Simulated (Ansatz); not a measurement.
## CsSnBr$_{3}$, first-principles data

CsSnBr3:
```cif
data_Br3CsSn
_chemical_formula_sum 'Cs1 Sn1 Br3'
_space_group_name_H-M_alt 'P 1'
_space_group_IT_number 1
_cell_length_a 5.75269
_cell_length_b 5.75269
_cell_length_c 5.75269
_cell_angle_alpha 90.000
_cell_angle_beta 90.000
_cell_angle_gamma 90.000
loop_
_space_group_symop_operation_xyz
  'x, y, z'
loop_
_atom_site_label
_atom_site_type_symbol
_atom_site_fract_x
_atom_site_fract_y
_atom_site_fract_z
_atom_site_occupancy
Cs1 Cs 0.00000 0.00000 0.00000 1
Sn1 Sn 0.50000 0.50000 0.50000 1
Br1 Br 0.00000 0.50000 0.50000 1
Br2 Br 0.50000 0.50000 0.00000 1
Br3 Br 0.50000 0.00000 0.50000 1
```

Space group Pm-3m (No. 221), cubic perovskite; conventional cell a = b = c = 5.7527 Å, α = β = γ = 90.00°.

Method: DFT-PBEsol in the program Ansatz with PAW potentials. Structure relaxed to zero pressure with the same functional. Other levels are named where they apply.

### Cell and energy

```json
{
  "volume_per_atom": "38.08 Å³",
  "density": "4.29 g/cm³",
  "Formation energy from the elements (no fitted shifts)": "-1.22 eV/atom"
}
```

### Electronic structure

```json
{
  "electronic_character": "no gap, with almost no states at the Fermi level (zero-gap or semimetallic)",
  "Density of states at the Fermi level": "0.00 states/eV per atom (mean over ±0.08 eV)",
  "HSE06 gap on the PBEsol cell": "0.58 eV (a hybrid on a coarse mesh can open a false gap in a semimetal)",
  "Gap with spin–orbit coupling": "none (metallic)"
}
```

### Mechanics

```json
{
  "Bulk modulus (Birch–Murnaghan fit)": "22.2 GPa",
  "Pressure derivative B′": "4.6",
  "Elastic constants (relaxed ions, GPa)": "C11 = 53.4, C12 = 7.2, C44 = 4.9",
  "mechanical_stability": "stable (all eigenvalues of C positive)",
  "hill_bulk_and_shear_moduli": "22.6 and 9.7 GPa",
  "Young's modulus": "25.4 GPa",
  "Poisson's ratio": "0.31",
  "debye_temperature_from_the_elastic_constants": "149 K"
}
```

The PBEsol relaxation kept the symmetry of its start. As this level gives no gap, shear constants depend on the k-mesh and smearing (Fermi–Dirac, 0.1 eV here). The references are the lowest solids computed at this level, not always the standard phases. Scalar-relativistic: spin–orbit coupling is off unless named, which matters more the heavier the elements.

Potentials: the later of the program's two PAW sets.
